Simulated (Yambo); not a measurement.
G0W0@LDA for BaMg₂Sb₂ (space group P-3m1, No. 164) in Yambo. Reference settings: 3×3×1 Γ-centred k mesh, bands 9 to 236 and a 7 Ry block in the screening, 236 bands in G with the Bruneval-Gonze terminator, plasmon pole fitted at 27.2 eV. The LDA gap Γ → (0, 0.333, 0) on this mesh is 1.08 eV; G0W0 gaps are taken between the same points.

With and without the terminator, as bands are cut:

| bands in G (in W) | gap, terminator (eV) | gap, none (eV) | valence shift, terminator (eV) | valence shift, none (eV) |
|---|---|---|---|---|
| 60 (60) | 1.884 | 1.785 | -0.063 | 0.242 |
| 91 (91) | 1.854 | 1.776 | -0.345 | -0.132 |
| 132 (132) | 1.872 | 1.824 | -0.508 | -0.360 |
| 183 (183) | 1.912 | 1.880 | -0.614 | -0.518 |
| 236 (236) | 1.928 | 1.907 | -0.669 | -0.601 |

Over this range the gap spans 0.074 eV with the terminator and 0.131 eV without, the valence shift 0.606 eV and 0.843 eV. Neither column has reached its limit for certain.

The standard potential for Sb keeps a d shell in the valence without the s and p states of that shell. In tests on such compounds this moved G0W0 gaps by up to about 0.9 eV, so absolute quasiparticle energies here are unreliable; differences between settings are what counts.

Spin-orbit coupling is not included.

Geometry of the Materials Project entry, not relaxed at this level; primitive cell a = 4.799 Å, b = 4.799 Å, c = 8.206 Å, α = 90.00°, β = 90.00°, γ = 120.00°.

A shift is the quasiparticle energy of the state minus its LDA energy.
